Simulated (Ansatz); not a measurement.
Co6W7:
```
CELL_PARAMETERS angstrom
      2.38446     1.37667     8.58095
     -2.38446     1.37667     8.58095
      0.00000    -2.75334     8.58095
ATOMIC_POSITIONS crystal
  W  0.00000 0.00000 0.00000
  Co 0.09145 0.09145 0.58140
  Co 0.90855 0.90855 0.41860
  Co 0.58140 0.09145 0.09145
  Co 0.41860 0.90855 0.90855
  Co 0.09145 0.58140 0.09145
  Co 0.90855 0.41860 0.90855
  W  0.16454 0.16454 0.16454
  W  0.83546 0.83546 0.83546
  W  0.34703 0.34703 0.34703
  W  0.65297 0.65297 0.65297
  W  0.45059 0.45059 0.45059
  W  0.54941 0.54941 0.54941
```

Relaxed with r²SCAN. Special points in fractions of this cell's reciprocal vectors: Γ (0.000, 0.000, 0.000); T (0.500, 0.500, 0.500); H2 (0.816, 0.184, 0.500); H0 (0.500, -0.184, 0.184); L (0.500, 0.000, 0.000); S0 (0.342, -0.342, 0.000); S2 (0.658, 0.000, 0.342); F (0.500, 0.000, 0.500).

**Question.** List the band energies nearest the Fermi level at these points for DFT-r²SCAN in the program Ansatz with PAW potentials.

**Answer.** In eV from the Fermi level; about four levels below and three above (degenerate sets whole), none deeper than 8.9 eV; points with the same levels are listed once.

```json
[
 {"k": "Γ", "below": "-0.73 -0.73 -0.16 -0.16", "above": "0.04 0.04 0.37"},
 {"k": "T", "below": "-0.85 -0.85 -0.81 -0.81", "above": "0.10 0.10 0.34 0.34"},
 {"k": "H2", "below": "-0.39 -0.35 -0.30 -0.06", "above": "0.15 0.26 0.43"},
 {"k": "L", "below": "-0.47 -0.29 -0.18 -0.12", "above": "0.11 0.41 0.73"},
 {"k": "S0", "below": "-0.49 -0.29 -0.27 -0.07", "above": "0.24 0.31 0.33"},
 {"k": "F", "below": "-0.39 -0.39 -0.05 -0.05", "above": "0.05 0.37 0.57"}
]
```

Space group R-3m. The start of the workflow was typed in or built on a structure type; neither database checked (COD, Materials Project) lists it. Its standing as an ambient phase is unchecked. The cell was relaxed with r²SCAN under the symmetry of its start; its stability against distortions is not shown here. The workflow began spin-polarised and lost its moments. Spin–orbit coupling is left out wherever it is not named.

Potentials: the earlier of the program's two PAW sets. The files were generated under PBE; for other functionals the program regenerates the frozen cores, and for LDA and PBEsol the local potential too.
